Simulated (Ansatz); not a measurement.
With the program Ansatz at the PBEsol level (PAW), CdSn2O in the trigonal phase (R3m; Cd on 3a, O on 3a, Sn on 3a, Sn on 3a) relaxes to a = 3.875 Å, c = 21.862 Å. Against the elements it lies at -292 meV/atom, with no fitted shifts.

Electronic character: metallic (no gap).

The start of the workflow was typed in or built on a structure type; neither database checked (COD, Materials Project) lists it. Its standing as an ambient phase is unchecked. Symmetry was held in the PBEsol relaxation; its stability against distortions is not shown here. The volume moved by 21 % from the start of the relaxation. The references are the lowest solids computed at this level, not always the standard phases (solids in place of the gases). Scalar-relativistic: spin–orbit coupling is off unless named, which matters more the heavier the elements.

Potentials: the earlier of the program's two PAW sets. The files were generated under PBE; for other functionals the program regenerates the frozen cores, and for LDA and PBEsol the local potential too.
